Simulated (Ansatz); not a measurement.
Total density of states per atom from DFT-PBEsol in the program Ansatz with PAW potentials, in 0.25 eV bins, energy from the valence-band maximum:

```
E (eV) | states/eV/atom
    -4.20 |  0.00
    -3.95 | ### 0.15
    -3.70 | ################## 0.81
    -3.45 | ########################## 1.14
    -3.20 | ############# 0.58
    -2.95 | ########## 0.43
    -2.70 | ############ 0.55
    -2.45 | ########### 0.50
    -2.20 | ################### 0.84
    -1.95 | ##################### 0.93
    -1.70 | ###################### 0.97
    -1.45 | ###################### 0.98
    -1.20 | ############## 0.61
    -0.95 | ########################## 1.14
    -0.70 | ############################## 1.33
    -0.45 | ###################### 0.97
    -0.20 | ## 0.08
     0.05 |  0.00
     0.30 |  0.00
     0.55 |  0.00
     0.80 |  0.00
     1.05 |  0.00
     1.30 |  0.00
     1.55 |  0.00
     1.80 |  0.00
     2.05 |  0.00
     2.30 |  0.00
     2.55 |  0.00
     2.80 |  0.00
     3.05 |  0.00
     3.30 |  0.00
     3.55 |  0.01
     3.80 |  0.01
     4.05 |  0.02
     4.30 | # 0.03
     4.55 | # 0.04
     4.80 | # 0.05
     5.05 | # 0.06
     5.30 | ## 0.07
     5.55 | ## 0.09
     5.80 | ## 0.11
     6.05 | ### 0.14
     6.30 | #### 0.18
     6.55 | ##### 0.24
     6.80 | ######### 0.39
     7.05 | ########## 0.44
     7.30 | ####### 0.31
     7.55 | ###### 0.25
     7.80 | ##### 0.21
     8.05 | ##### 0.20
```

Which compound is it?
A) Hf6O, P-31m (Hf on 6k, O on 1a)
B) MgO, P6_3/mmc (Mg on 2c, O on 2d)
C) Nb2SiN, P6_3/mmc (Si on 2d, Nb on 4f, N on 2a)
D) Ti2AlN, P6_3/mmc (Ti on 4f, Al on 2d, N on 2a)

B, MgO, P6_3/mmc (Mg on 2c, O on 2d). Top 1 eV of the valence band: O 2p 98 %. Bottom 1 eV of the conduction band: Mg 3s 58 %, O 2s 28 %, O 2p 10 %. Projections are on Löwdin-orthogonalised atomic valence shells; empty p or d shells of many metals are not among them.

The workflow started from a Materials Project entry (that database holds measured and hypothetical structures alike); the Crystallography Open Database copy checked does not list it. It is not the phase usual at ambient conditions (space group No. 225). The cell was relaxed with PBEsol under the symmetry of its start; whether a distortion lowers the energy is not shown.

Potentials: the earlier of the program's two PAW sets. The files were generated under PBE; for other functionals the program regenerates the frozen cores, and for LDA and PBEsol the local potential too.
